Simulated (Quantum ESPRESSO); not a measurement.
## Kohn-Sham bands of CsBr (rock salt)

```
CELL_PARAMETERS angstrom
      0.00000     3.66104     3.66104
      3.66104     0.00000     3.66104
      3.66104     3.66104     0.00000
ATOMIC_POSITIONS crystal
  Cs 0.00000 0.00000 0.00000
  Br 0.50000 0.50000 0.50000
```

Materials Project entry mp-571222; symmetrised, unrelaxed at this level. Not found in the COD (Crystallography Open Database) copy used, which has the formula in other groups; not checked further. Computed values, not measurements, from PBEsol: Quantum ESPRESSO (norm-conserving PseudoDojo potentials, cutoff 40 Ry, no spin polarisation, no spin-orbit coupling) on a Γ-centred 8×8×8 mesh, then Wannier90. Density: 8×8×8 mesh, cold smearing 0.01 Ry. Spin-orbit coupling is left out although heavy elements are present.

Energies are relative to the valence-band maximum; weights are on the orthonormalised atomic waves of the pseudopotential files, averaged over the group. 16 electrons a cell are treated as valence.

```
bands  from (eV)  to (eV)  filling  weight on atomic waves
-----  ---------  -------  -------  ----------------------
1         -19.37   -19.35   filled                       …
2         -12.08   -12.03   filled                       …
3–5        -6.40    -6.10   filled                       …
6–8        -0.71     0.00   filled                       …
```

Which atomic shells make up each group?


- 1, weight on atomic waves: Cs 5s 99 %
- 2, weight on atomic waves: Br 4s 95 %, Cs 6s 5 %
- 3–5, weight on atomic waves: Cs 5p 98 %
- 6–8, weight on atomic waves: Br 4p 95 %

The Kohn-Sham gap over both meshes and the path is 4.21 eV.
